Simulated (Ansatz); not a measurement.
## From the elastic tensor of VRu to moduli and sound speeds

Theory: DFT LDA, scalar-relativistic, plane waves, PAW in Ansatz 0.2.0. Cutoff 420 eV, 14×14×14 k-points (Γ-centred), Fermi-Dirac smearing of 0.15 eV. No spin polarisation.

The structure is cubic, space group Pm-3m (No. 221). The conventional cell has a = 2.951 Å, b = 2.951 Å, c = 2.951 Å, α = 90.00°, β = 90.00°, γ = 90.00°. V (site symmetry m-3m) has 8 Ru at 2.56 Å as nearest neighbours. Ru (site symmetry m-3m) has 8 V at 2.56 Å as nearest neighbours.

In a metal, frequencies and elastic constants depend on the k mesh and the smearing, soft modes and shear constants most.

Relaxed-ion constants (GPa, on the Cartesian axes of the calculation):
C11 = 364.1, C12 = 248.3, C13 = 248.3, C22 = 364.1, C23 = 248.3, C33 = 364.1, C44 = 108.4, C55 = 108.4, C66 = 108.4 GPa; the others vanish.

Density 9.819 g/cm³; 2 atoms in 25.71 Å³.

The values that follow are for a polycrystal of randomly turned grains, by Hill's mean where one number stands.

With S = C⁻¹: B_V = (C11+C22+C33+2(C12+C13+C23))/9, G_V = (C11+C22+C33−C12−C13−C23+3(C44+C55+C66))/15, 1/B_R = S11+S22+S33+2(S12+S13+S23), 15/G_R = 4(S11+S22+S33−S12−S13−S23)+3(S44+S55+S66); Hill is their mean. Then v_l = √((B+4G/3)/ρ), v_t = √(G/ρ), v_m = [(2/v_t³+1/v_l³)/3]^(−1/3) and Θ = (ħ/k_B)·v_m·(6π²n/V)^(1/3) for n atoms in the volume V; E = 9BG/(3B+G), ν = (3B−2G)/(2(3B+G)) and A^U = 5G_V/G_R + B_V/B_R − 6.

- Bulk modulus, Voigt / Reuss / Hill: 286.9 / 286.9 / 286.9 GPa
- Shear modulus, Voigt / Reuss / Hill: 88.2 / 80.4 / 84.3 GPa
- Young's modulus: 230 GPa
- Poisson ratio: 0.366
- Pugh ratio B/G: 3.40 (over 1.75, the rule of thumb for ductile)
- Universal anisotropy index: 0.49
- Longitudinal and transverse sound speeds: 6377 and 2930 m/s
- Debye temperature from the mean sound speed: 420 K

Cost: 1 run of about 1.3 core-minutes, on Arm Neoverse V1 (shared hosts).